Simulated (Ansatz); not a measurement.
CuPd, in the lowest of the structures calculated here: Pm-3m (No. 221), cP2, CsCl type; a = 2.962 Å, b = 2.962 Å, c = 2.962 Å, α = 90.00°, β = 90.00°, γ = 90.00°; Cu 1a (0.000, 0.000, 0.000); Pd 1b (0.500, 0.500, 0.500). The numbers are results of PBEsol (plane waves to 420 eV, PAW, scalar-relativistic; Ansatz, an electronic-structure program), not measurements. Element references, the lowest calculated here: Pd (Fm-3m), Cu (Fm-3m).

### Question
What is the computed formation energy of this Pm-3m form of CuPd from the elements (PBEsol)?

### Answer
-0.11 eV/atom.

Static energies, no anion corrections, no zero-point energy. Values are rounded to 0.01 eV/atom. The compounds carry no spin polarisation.
